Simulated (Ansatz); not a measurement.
CuI:
```
CELL_PARAMETERS angstrom
      4.25884     0.00000     0.00000
      0.00000     8.51776     0.00000
     -4.25880     0.00000     6.02255
ATOMIC_POSITIONS crystal
  Cu 0.73154 0.62504 0.26818
  Cu 0.73154 0.37496 0.76818
  Cu 0.73201 0.12499 0.26828
  Cu 0.73201 0.87501 0.76828
  I  0.98161 0.62498 0.01820
  I  0.98161 0.37502 0.51820
  I  0.98194 0.12501 0.01825
  I  0.98194 0.87499 0.51825
```

Relaxed with r²SCAN. r²SCAN in the plane-wave PAW code Ansatz gives a gap of 1.67 eV.

Problem. What gap does HSE06 give on the same cell (Ansatz, PAW)?

Solution. 2.67 eV, 1.00 eV more. The hybrid was solved on a coarser mesh and at special points; its gap is the smallest among all of these.

Cost on shared cores: the r²SCAN run (SCF on a 8×4×5 mesh, then bands and DOS) about 26 core-minutes (a rough figure), the HSE06 run (SCF on 5×2×3, then a few points) about 12 core-minutes (a rough figure); the tasks are unlike.

Space group F-43m (zinc blende). The cell was relaxed with r²SCAN under the symmetry of its start. The run is not spin-polarised. Spin–orbit coupling is left out wherever it is not named.

Potentials: the later of the program's two PAW sets.
